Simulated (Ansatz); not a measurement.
Run on fcc Pd (100), 5 layers: DFT, LDA, all-electron LAPW, scalar-relativistic (Ansatz 0.2.0).

The slab is cut from a bulk crystal relaxed on PAW files (its atoms may have been relaxed since).

Command: `ansatz run input.yaml --threads 2 --pin off --max-ram 4096MiB --backend cpu --events-out ev --progress --plain --runs-dir out` It took 110 s on 2 threads of Intel(R) Xeon(R) Platinum 8488C (Sapphire Rapids) (shared host), peak memory 0.93 GiB.

```yaml
crystal:
  lattice:
    - [2.7154616614, 0.0, 0.0]
    - [0.0, 2.7154616614, 0.0]
    - [0.0, 0.0, 23.6805]
  atoms:
    - { symbol: Pd, position: [0.0, 0.0, 0.3378310126] }
    - { symbol: Pd, position: [0.5, 0.5, 0.4189155061] }
    - { symbol: Pd, position: [0.0, 0.0, 0.5] }
    - { symbol: Pd, position: [0.5, 0.5, 0.5810844939] }
    - { symbol: Pd, position: [0.0, 0.0, 0.6621689874] }
kpoints:
  mp_grid: { grid: [13, 13, 1] }
scf:
  occupations: { method: fermi_dirac, width: 0.05 }
hamiltonian:
  xc: lda
  pseudopotentials: { kind: all_electron, lapw: { basis_error: 0.001 } }
output:
  forces: true
  stress: true
  eigenvalues: true
  populations: true
  dos: { projected: true, de: 0.2, e_range: [-14, 8] }
efield:
  axis: 3
  amplitude: 0
  dipole_correction: true
```

Output:

```
Pd: projections on atomic orbitals take those of the free atom 1s2 2s2 2p6 3s2 3p6 3d10 4s2 4p6 4d10, of charge +0.00 (hamiltonian.pseudopotentials.projection_atoms)
LAPW: plane waves up to 8.487 Å⁻¹, error target 1.0e-3 eV per atom; small_component_spin mean_spin; Pd in spheres of 1.358 Å, 28 of its electrons in bands, Dirac shells [] (how accurate: hamiltonian.pseudopotentials.lapw.basis_error, Limitations)
Engine: ansatz 0.2.0
Pseudopotentials: kind: all_electron
Pseudopotential: Pd, LAPW, valence charge 28, lapw/all_electron/scalar/gaussian/Pd, Koelling and Harmon's equation, gaussian nucleus
Functional definition: SPW92
  exchange = slater_x
  correlation = pw_c
Crystal: 5 atoms, lattice volume = 174.614 Å³
Basis set: ecut = 274.4064798427959 eV, 1827 PW (Γ), exchange–correlation at level 2
Bands: 84, of which v1, the nominal top of the filled ones, is band 70 counted from 1 (69 counted from 0)
Symmetry: 8 space group operations
k-points: 28 of 169
Non-local potential: Pd, projectors of the file, none
Initial density: superposition of atomic densities (neutral atoms: chi_scale 0, normalization atom)
Initial wavefunctions: plane waves of lowest kinetic energy (no species holds an atomic orbital)
Functional: x = slater, c = lda
iter 1 solved again at ethr=7.27e-3 eV; its pass at ethr=1.00e-1 eV (dr2=1.02e1 eV) is discarded
SCF iter   1: F=—  HF=-685896.639897 eV  |F-HF|=—  |Δ(HF+E_count)|=         —  Δρ=3.95e-2  dr2=1.02e1  ethr=7.27e-3  p=0.000 e·Å  D=1.49e-14 V/Å  ΔV_dip=-0.00 eV  dr2_dipole=2.56e-14  V_vac-E_F(+/−)=2.77/2.77 eV  ⟨swp⟩=2.0  Hψ=14192  notcnv=0
efield: sawtooth ramp at fractional position 0.9500 (placed from the atoms, in the widest stretch of the axis that holds none; the zero of the levels goes with the place), width 0.1000; the density the first Hamiltonian is built on has a dipole p = -0.000 e·Å; the dipole correction subtracts the counter field D = -2.38e-13 V/Å, which shifts the + side's vacuum level by +0.00 eV against the − side's; the planar-averaged density in the ramp window peaks in size at 5.4e-7 e/Å³
preconditioner: auto → LDOS  [metal: Δε(μ)=0.018 eV  Ē_g=8.389 eV  σ=0.050 eV  W_gap=0.09  n_scr=54 (ndim 8)  ℏωp=19.9 eV  f_vac=0.565  D(μ)=8.26/eV (n_scr^D=74)  β→1.0]
SCF iter   2: F=—  HF=-685901.010375 eV  |F-HF|=—  |Δ(HF+E_count)|=    4.37e0  Δρ=2.40e-2  dr2=1.05e0  ethr=7.26e-3  p=0.000 e·Å  D=3.55e-6 V/Å  ΔV_dip=-0.00 eV  dr2_dipole=4.65e-10  V_vac-E_F(+/−)=6.81/6.81 eV  ⟨swp⟩=2.9  Hψ=6501  notcnv=0  defer=1
SCF iter   3: F=—  HF=-685891.268843 eV  |F-HF|=—  |Δ(HF+E_count)|=    9.74e0  Δρ=6.14e-3  dr2=2.49e-1  ethr=7.47e-4  p=-0.000 e·Å  D=-1.02e-6 V/Å  ΔV_dip=0.00 eV  dr2_dipole=2.12e-10  V_vac-E_F(+/−)=6.19/6.19 eV  ⟨swp⟩=3.1  Hψ=7941  notcnv=0
SCF iter   4: F=—  HF=-685890.876486 eV  |F-HF|=—  |Δ(HF+E_count)|=         —  Δρ=3.66e-3  dr2=3.75e-1  ethr=1.78e-4  p=0.000 e·Å  D=3.15e-7 V/Å  ΔV_dip=-0.00 eV  dr2_dipole=2.58e-12  V_vac-E_F(+/−)=5.40/5.40 eV  ⟨swp⟩=2.3  Hψ=7166  notcnv=0
the basis was enlarged: its passes take 1.2 MiB over the memory plan, 2 of 2 planned eigensolver slots
SCF iter   5: F=—  HF=-685890.854109 eV  |F-HF|=—  |Δ(HF+E_count)|=   2.24e-2  Δρ=1.55e-3  dr2=3.94e-2  ethr=1.78e-4  p=-0.000 e·Å  D=-6.13e-7 V/Å  ΔV_dip=0.00 eV  dr2_dipole=4.40e-11  V_vac-E_F(+/−)=5.61/5.61 eV  ⟨swp⟩=2.0  Hψ=6369  notcnv=0
iter 6 solved again at ethr=1.22e-6 eV; its pass at ethr=2.82e-5 eV (dr2=1.71e-3 eV) is discarded
SCF iter   6: F=—  HF=-685890.852261 eV  |F-HF|=—  |Δ(HF+E_count)|=   1.85e-3  Δρ=5.06e-4  dr2=1.71e-3  ethr=1.22e-6  p=0.000 e·Å  D=1.76e-7 V/Å  ΔV_dip=-0.00 eV  dr2_dipole=1.66e-11  V_vac-E_F(+/−)=5.53/5.53 eV  ⟨swp⟩=2.0  Hψ=11624  notcnv=0
SCF iter   7: F=—  HF=-685890.852343 eV  |F-HF|=—  |Δ(HF+E_count)|=   8.17e-5  Δρ=1.49e-4  dr2=4.37e-5  ethr=1.22e-6  p=-0.000 e·Å  D=-1.64e-7 V/Å  ΔV_dip=0.00 eV  dr2_dipole=1.13e-12  V_vac-E_F(+/−)=5.51/5.51 eV  ⟨swp⟩=2.0  Hψ=6830  notcnv=0
SCF iter   8: F=—  HF=-685890.852335 eV  |F-HF|=—  |Δ(HF+E_count)|=   7.26e-6  Δρ=6.99e-5  dr2=3.72e-5  ethr=3.12e-8  p=0.000 e·Å  D=7.88e-8 V/Å  ΔV_dip=-0.00 eV  dr2_dipole=8.07e-13  V_vac-E_F(+/−)=5.51/5.51 eV  ⟨swp⟩=3.0  Hψ=7334  notcnv=0
SCF iter   9: F=—  HF=-685890.852335 eV  |F-HF|=—  |Δ(HF+E_count)|=   6.48e-7  Δρ=3.84e-5  dr2=6.86e-6  ethr=2.66e-8  p=0.000 e·Å  D=2.28e-8 V/Å  ΔV_dip=-0.00 eV  dr2_dipole=2.92e-13  V_vac-E_F(+/−)=5.51/5.51 eV  ⟨swp⟩=2.0  Hψ=6794  notcnv=0
SCF iter  10: F=—  HF=-685890.852334 eV  |F-HF|=—  |Δ(HF+E_count)|=   4.06e-7  Δρ=2.10e-5  dr2=2.12e-6  ethr=4.90e-9  p=-0.000 e·Å  D=-8.45e-9 V/Å  ΔV_dip=0.00 eV  dr2_dipole=1.74e-14  V_vac-E_F(+/−)=5.51/5.51 eV  ⟨swp⟩=2.0  Hψ=6792  notcnv=0
SCF iter  11: F=—  HF=-685890.852334 eV  |F-HF|=—  |Δ(HF+E_count)|=   1.02e-7  Δρ=6.25e-6  dr2=1.73e-7  ethr=1.52e-9  p=0.000 e·Å  D=2.07e-8 V/Å  ΔV_dip=-0.00 eV  dr2_dipole=7.33e-17  V_vac-E_F(+/−)=5.51/5.51 eV  ⟨swp⟩=2.0  Hψ=6793  notcnv=0
SCF iter  12: F=-685890.852334 eV  HF=-685890.852334 eV  |F-HF|=2.33e-9  |Δ(HF+E_count)|=   6.75e-8  Δρ=7.53e-7  dr2=1.30e-9  ethr=1.23e-10  p=-0.000 e·Å  D=-2.46e-8 V/Å  ΔV_dip=0.00 eV  dr2_dipole=3.81e-14  V_vac-E_F(+/−)=5.51/5.51 eV  ⟨swp⟩=2.0  Hψ=6792  notcnv=0
SCF 1 converged in 12 iterations: F = -685890.852334 eV  dr2 = 1.30e-9
SCF converged after 12 iterations
Free energy (F): -685890.852334 eV
Harris-Foulkes:  -685890.852334 eV  (|F-HF|=2.33e-9)
Internal energy: -685890.768014 eV  (E = F + TS)
E sigma→0 (E₀):  -685890.810174 eV
Entropy (-TS):   -0.084320 eV (-16.864 meV/atom)
Fermi energy:    5.791350 eV
Dipole field:    D = -0.000000 V/Å  (p = -0.000000 e·Å, saw-weighted, corrected)
Work function:   Φ+ = 5.5068 eV   Φ− = 5.5068 eV
Levels:          The Fermi level and band energies are counted from a zero that moves with the ramp; work functions are not
--- Per-component energies (eV) ---
  E_band       = -17867.222146
  E_kinetic    = 715607.088249
  E_xc         = -18962.149274
  E_efield     = 0.000000  (sawtooth field / dipole correction)
  E_electrostatic = -1382535.706989  (all electrons and nuclei)
  E_smearing   = -0.084320  (= −TS)
  E_closure    = 0.000000  (closes the sum)
  E_atoms      = -685867.439927  (free atoms, spherical and without spin; not in F)
  Σ components = -685890.852334   (vs F -685890.852334, Δ=0.00e0)
  Basis errors (estimates in eV, not in F): energy 3.0e-4 per atom: plane waves 2.6e-4 (1.4e-4 summed), levels above the bands 2.9e-97, relativity 3.9e-9, radial functions 3.8e-5, core shells 8.5e-8; eigenvalues (radial functions only) 1.1e-6; not estimated: angular momenta, meshes, grids; target (lapw.basis_error) 1.0e-3; muffin-tin radii Pd 1.358 Å
--- Forces (eV/Å), atoms counted from 1 ---
  atom   1  Pd     0.00000000     0.00000000     0.21331078
  atom   2  Pd    -0.00000000    -0.00000000    -0.14898258
  atom   3  Pd     0.00000000     0.00000000     0.00000087
  atom   4  Pd     0.00000000     0.00000000     0.14898358
  atom   5  Pd    -0.00000000    -0.00000000    -0.21331313
  max |Σ_I F_I| component: 4.79e-7 eV/Å
--- Stress (GPa, compression-positive) ---
       -3.013693      -0.000000      -0.000000
       -0.000000      -3.013693      -0.000000
       -0.000000      -0.000000      -0.977087
  P = ⅓ Tr σ = -2.3348 GPa (-23.348 kbar)
--- Band table (eV; the first three rows and the last of 28) ---
  k-point 0: bands = ["-318.9446", "-318.9446", "-318.9359", "-318.9173", "-318.9152", "-318.8802", "-318.8802", "-318.8802", "-318.8802", "-318.8636", "-318.8636", "-318.8538", "-318.8538", "-318.8365", "-318.8365", "-318.3882", "-318.3882", "-318.3505", "-318.3505", "-318.3038", "-318.3038", "-318.3038", "-318.3038", "-318.2781", "-318.2781", "-78.3363", "-78.2558", "-78.2436", "-77.7352", "-77.7352", "-44.2778", "-44.1012", "-44.0224", "-44.0224", "-43.9580", "-43.9136", "-43.9136", "-43.8765", "-43.8765", "-43.4666", "-43.4666", "-43.4665", "-43.4665", "-43.4020", "-43.4007", "-1.3655", "-0.2221", "0.2006", "0.4751", "0.9055", "0.9779", "1.0162", "1.6652", "2.3022", "2.6374", "2.9403", "2.9403", "3.6345", "3.6345", "3.9760", "4.0589", "4.3890", "4.5361", "4.5361", "4.5936", "4.9586", "5.3377", "5.3396", "5.4482", "5.4482", "5.7304", "5.8189", "5.9661", "5.9661", "7.2152", "8.4770", "11.1789", "11.5722", "12.4246", "13.8152", "15.2193", "17.2657", "18.3066", "19.7406"]
  k-point 1: bands = ["-318.9446", "-318.9446", "-318.9359", "-318.9173", "-318.9152", "-318.8802", "-318.8802", "-318.8802", "-318.8802", "-318.8636", "-318.8636", "-318.8538", "-318.8538", "-318.8365", "-318.8365", "-318.3882", "-318.3882", "-318.3505", "-318.3505", "-318.3038", "-318.3038", "-318.3038", "-318.3038", "-318.2781", "-318.2781", "-78.3345", "-78.2545", "-78.2429", "-77.7340", "-77.7340", "-44.2734", "-44.1120", "-44.0244", "-44.0196", "-43.9735", "-43.9150", "-43.9121", "-43.8927", "-43.8767", "-43.4808", "-43.4807", "-43.4656", "-43.4656", "-43.4004", "-43.3995", "-1.2232", "-0.1012", "0.2960", "0.5659", "0.9882", "1.0798", "1.1144", "1.7305", "2.3362", "2.7020", "2.9141", "2.9704", "3.3801", "3.6039", "3.9755", "4.2076", "4.3087", "4.3910", "4.3912", "4.5664", "5.0255", "5.0877", "5.2038", "5.4047", "5.6035", "5.6257", "5.7559", "5.9166", "5.9934", "7.6141", "8.9699", "11.3031", "11.7156", "12.5469", "13.9472", "15.3229", "17.3794", "18.3090", "18.9509"]
  k-point 2: bands = ["-318.9446", "-318.9446", "-318.9359", "-318.9173", "-318.9152", "-318.8802", "-318.8802", "-318.8802", "-318.8802", "-318.8636", "-318.8636", "-318.8538", "-318.8538", "-318.8365", "-318.8365", "-318.3882", "-318.3882", "-318.3505", "-318.3505", "-318.3038", "-318.3038", "-318.3038", "-318.3038", "-318.2781", "-318.2781", "-78.3292", "-78.2508", "-78.2410", "-77.7306", "-77.7306", "-44.2619", "-44.1446", "-44.0288", "-44.0125", "-44.0115", "-43.9356", "-43.9223", "-43.9080", "-43.8773", "-43.5198", "-43.5193", "-43.4630", "-43.4630", "-43.3967", "-43.3965", "-0.8238", "0.1892", "0.4979", "0.8835", "1.1109", "1.2174", "1.4980", "2.0683", "2.4514", "2.8763", "2.8868", "3.0495", "3.0842", "3.5053", "3.5745", "4.1134", "4.1750", "4.2621", "4.4601", "4.4655", "4.7947", "4.8319", "5.0212", "5.1075", "5.4736", "5.5113", "5.8072", "5.9730", "6.5290", "8.4235", "9.9794", "11.6733", "12.1519", "12.9097", "14.3446", "15.6253", "17.0377", "17.7146", "18.5023"]
  k-point 27: bands = ["-318.9446", "-318.9446", "-318.9359", "-318.9173", "-318.9152", "-318.8802", "-318.8802", "-318.8802", "-318.8802", "-318.8636", "-318.8636", "-318.8538", "-318.8538", "-318.8365", "-318.8365", "-318.3882", "-318.3882", "-318.3505", "-318.3505", "-318.3038", "-318.3038", "-318.3038", "-318.3038", "-318.2781", "-318.2781", "-78.2805", "-78.2112", "-78.2112", "-77.6922", "-77.6922", "-44.2799", "-44.2797", "-44.1535", "-44.1452", "-44.0830", "-44.0798", "-44.0762", "-44.0316", "-44.0273", "-43.6863", "-43.6861", "-43.6858", "-43.6858", "-43.3730", "-43.3730", "0.3257", "0.3323", "0.5983", "0.5988", "0.9179", "1.3450", "1.4505", "1.4605", "1.6291", "2.6526", "2.6738", "4.0785", "4.1257", "4.6622", "4.8708", "5.2389", "5.4920", "5.4993", "5.5014", "5.6365", "5.9380", "6.0253", "6.0542", "6.3803", "6.4123", "9.5557", "10.2010", "11.4598", "12.1199", "13.5059", "14.3577", "15.2831", "16.5258", "16.5787", "16.8430", "16.8991", "17.1071", "17.1870", "17.3332"]
--- Löwdin populations: 5 sites ---
  site symbol       q [e]
     0     Pd     45.3806
     1     Pd     45.3677
     2     Pd     45.3412
     3     Pd     45.3677
     4     Pd     45.3806
  spilling = 0.013749 (of n_electrons = 230.000000)
```

populations.tsv:

```
# site	symbol	l	j	q
# orbitals = lowdin
# n_electrons = 230.000000
# spilling = 0.013749
# projection_atom_Pd: 1s2 2s2 2p6 3s2 3p6 3d10 4s2 4p6 4d10
0	Pd	0_1S	-	1.999999
0	Pd	0_2S	-	1.999996
0	Pd	0_3S	-	1.999959
0	Pd	0_4S	-	1.999438
0	Pd	1_2P	-	5.999999
0	Pd	1_3P	-	5.999980
0	Pd	1_4P	-	5.999253
0	Pd	2_3D	-	9.999982
0	Pd	2_4D	-	9.382014
1	Pd	0_1S	-	1.999999
1	Pd	0_2S	-	1.999995
1	Pd	0_3S	-	1.999946
1	Pd	0_4S	-	1.999220
1	Pd	1_2P	-	5.999999
1	Pd	1_3P	-	5.999978
1	Pd	1_4P	-	5.999050
1	Pd	2_3D	-	9.999982
1	Pd	2_4D	-	9.369506
2	Pd	0_1S	-	1.999999
2	Pd	0_2S	-	1.999995
2	Pd	0_3S	-	1.999941
2	Pd	0_4S	-	1.999136
2	Pd	1_2P	-	5.999999
2	Pd	1_3P	-	5.999978
2	Pd	1_4P	-	5.999026
2	Pd	2_3D	-	9.999982
2	Pd	2_4D	-	9.343187
3	Pd	0_1S	-	1.999999
3	Pd	0_2S	-	1.999995
3	Pd	0_3S	-	1.999946
3	Pd	0_4S	-	1.999220
3	Pd	1_2P	-	5.999999
3	Pd	1_3P	-	5.999978
3	Pd	1_4P	-	5.999050
3	Pd	2_3D	-	9.999982
3	Pd	2_4D	-	9.369506
4	Pd	0_1S	-	1.999999
4	Pd	0_2S	-	1.999996
4	Pd	0_3S	-	1.999959
4	Pd	0_4S	-	1.999438
4	Pd	1_2P	-	5.999999
4	Pd	1_3P	-	5.999980
4	Pd	1_4P	-	5.999253
4	Pd	2_3D	-	9.999982
4	Pd	2_4D	-	9.382014
```

Next run (atoms relaxed), as changes to the input before:

```diff
   atoms:
-    - { symbol: Pd, position: [0.0, 0.0, 0.3378310126] }
-    - { symbol: Pd, position: [0.5, 0.5, 0.4189155061] }
+    - { symbol: Pd, position: [0.0, 0.0, 0.3396818233] }
+    - { symbol: Pd, position: [0.5, 0.5, 0.4192899297] }
-    - { symbol: Pd, position: [0.5, 0.5, 0.5810844939] }
-    - { symbol: Pd, position: [0.0, 0.0, 0.6621689874] }
+    - { symbol: Pd, position: [0.5, 0.5, 0.5807100697] }
+    - { symbol: Pd, position: [0.0, 0.0, 0.6603181772] }
 kpoints:
   eigenvalues: true
-  populations: true
-  dos: { projected: true, de: 0.2, e_range: [-14, 8] }
+relax:
+  f_tol: 0.01
+  max_steps: 12
 efield:
```

Results part of the output:

```
SCF converged after 4 iterations
Free energy (F): -685890.860322 eV
Harris-Foulkes:  -685890.860322 eV  (|F-HF|=9.65e-8)
Internal energy: -685890.778292 eV  (E = F + TS)
E sigma→0 (E₀):  -685890.819307 eV
Entropy (-TS):   -0.082029 eV (-16.406 meV/atom)
Fermi energy:    5.800975 eV
Dipole field:    D = -0.000000 V/Å  (p = -0.000000 e·Å, saw-weighted, corrected)
Work function:   Φ+ = 5.5046 eV   Φ− = 5.5046 eV
Levels:          The Fermi level and band energies are counted from a zero that moves with the ramp; work functions are not
--- Per-component energies (eV) ---
[... lines left out ...]
  k-point 1: bands = ["-318.9488", "-318.9488", "-318.9385", "-318.9208", "-318.9187", "-318.9020", "-318.9020", "-318.9020", "-318.9020", "-318.8797", "-318.8797", "-318.8750", "-318.8750", "-318.8546", "-318.8546", "-318.4116", "-318.4116", "-318.3751", "-318.3751", "-318.3288", "-318.3288", "-318.3288", "-318.3288", "-318.3012", "-318.3012", "-78.3448", "-78.2803", "-78.2650", "-77.7621", "-77.7621", "-44.2974", "-44.1457", "-44.0409", "-44.0334", "-43.9975", "-43.9384", "-43.9379", "-43.9116", "-43.8956", "-43.5082", "-43.5080", "-43.4932", "-43.4931", "-43.4287", "-43.4276", "-1.2752", "-0.1588", "0.2388", "0.5080", "0.9161", "1.0367", "1.0370", "1.6872", "2.3398", "2.7226", "2.8676", "2.9136", "3.3311", "3.5232", "3.9872", "4.1937", "4.3083", "4.3288", "4.4358", "4.5166", "4.9691", "5.0526", "5.2026", "5.4187", "5.5952", "5.6214", "5.7621", "5.9320", "6.0062", "7.6795", "9.0582", "11.3149", "11.7287", "12.5470", "13.9378", "15.3144", "17.3508", "18.4083", "18.9268"]
  k-point 2: bands = ["-318.9488", "-318.9488", "-318.9385", "-318.9208", "-318.9187", "-318.9020", "-318.9020", "-318.9020", "-318.9020", "-318.8797", "-318.8797", "-318.8750", "-318.8750", "-318.8546", "-318.8546", "-318.4116", "-318.4116", "-318.3751", "-318.3751", "-318.3288", "-318.3288", "-318.3288", "-318.3288", "-318.3012", "-318.3012", "-78.3391", "-78.2765", "-78.2634", "-77.7587", "-77.7587", "-44.2853", "-44.1731", "-44.0511", "-44.0402", "-44.0247", "-43.9544", "-43.9430", "-43.9336", "-43.8966", "-43.5470", "-43.5463", "-43.4908", "-43.4907", "-43.4247", "-43.4245", "-0.8754", "0.1310", "0.4434", "0.8248", "1.0350", "1.1618", "1.4227", "2.0259", "2.4281", "2.8690", "2.8902", "2.9934", "3.0584", "3.4263", "3.5577", "4.0374", "4.1779", "4.3010", "4.3950", "4.4830", "4.7623", "4.8331", "4.9670", "5.1075", "5.4693", "5.5164", "5.8209", "5.9881", "6.5494", "8.4865", "10.0600", "11.6862", "12.1701", "12.9127", "14.3394", "15.6254", "17.0203", "17.6932", "18.5017"]
  k-point 27: bands = ["-318.9488", "-318.9488", "-318.9385", "-318.9208", "-318.9187", "-318.9020", "-318.9020", "-318.9020", "-318.9020", "-318.8797", "-318.8797", "-318.8750", "-318.8750", "-318.8546", "-318.8546", "-318.4116", "-318.4116", "-318.3751", "-318.3751", "-318.3288", "-318.3288", "-318.3288", "-318.3288", "-318.3012", "-318.3012", "-78.2871", "-78.2367", "-78.2367", "-77.7206", "-77.7206", "-44.2970", "-44.2967", "-44.1798", "-44.1729", "-44.1042", "-44.0940", "-44.0906", "-44.0644", "-44.0573", "-43.7126", "-43.7123", "-43.7119", "-43.7118", "-43.4042", "-43.4042", "0.2567", "0.2812", "0.5366", "0.5379", "0.8488", "1.2722", "1.3613", "1.3702", "1.5827", "2.5924", "2.6120", "4.0734", "4.1196", "4.6521", "4.8802", "5.2500", "5.5083", "5.5128", "5.5196", "5.6451", "5.9272", "6.0067", "6.0317", "6.3529", "6.3895", "9.5275", "10.1726", "11.4552", "12.1116", "13.5651", "14.4228", "15.3525", "16.5657", "16.6918", "16.8408", "16.9160", "17.1316", "17.2204", "17.3754"]
--- Relaxed structure (2 steps of the walk, 2 accepted, 0 SCFs on fresh bases) ---
  F+E_penalty+E_count = -685890.86032162 eV   max|allowed force component| = 1.512e-4 eV/Å
  atoms:
    - { symbol: Pd, position: [0.0, 0.0, 0.3396818233000001] }
    - { symbol: Pd, position: [0.5, 0.5, 0.4192899297000001] }
    - { symbol: Pd, position: [0.0, 0.0, 0.5000000000000001] }
    - { symbol: Pd, position: [0.5, 0.5, 0.5807100697000002] }
    - { symbol: Pd, position: [0.0, 0.0, 0.6603181772000001] }
```
